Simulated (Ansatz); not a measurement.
Data:

SnGe:
Space group Pmma (No. 51); a = 4.300 Å, b = 4.329 Å, c = 6.157 Å, α = 90.00°, β = 90.00°, γ = 90.00°

```tsv
atom	site	symmetry	x	y	z
Ge	2e	mm2	0.2500	0.0000	0.1091
Sn	2f	mm2	0.2500	0.5000	0.3569
```

This is the PBEsol-relaxed structure.

Q: All from plane-wave PAW PBEsol (Ansatz code), unless another level is named. Give the electronic character.

A: metallic (no gap).

Q: Give the formation energy from the elements (no fitted shifts).

A: 0.076 eV/atom.

Q: Give the gap with spin–orbit coupling.

A: none (metallic).

The start of the workflow was typed in or built on a structure type; neither database checked (COD, Materials Project) lists it. Its standing as an ambient phase is unchecked. The cell was relaxed with PBEsol under the symmetry of its start; whether a distortion lowers the energy is not shown. The references are the lowest solids computed at this level, not always the standard phases. Spin–orbit coupling is left out wherever it is not named.

Potentials: the later of the program's two PAW sets.
